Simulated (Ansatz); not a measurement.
**fcc against bcc along group 15**

Computed with Ansatz 0.2.0, DFT, r2SCAN, plane waves (500 eV) with PAW, scalar-relativistic. (PAW data from PBE, frozen cores regenerated.)

Each structure is relaxed within its symmetry, in the lowest magnetic state of the tried starts. Differences under about 8 meV lie within the error of the k-point mesh.

```csv
element,E(fcc) − E(bcc) (meV/atom),V(fcc) (Å³/atom),V(bcc) (Å³/atom),state of fcc,state of bcc
P,196,14.64,14.35,spin not included,spin not included
As,141,19.11,18.81,spin not included,spin not included
Sb,121,27.18,26.96,spin not included,spin not included
Bi,74,31.40,31.22,spin not included,spin not included
```
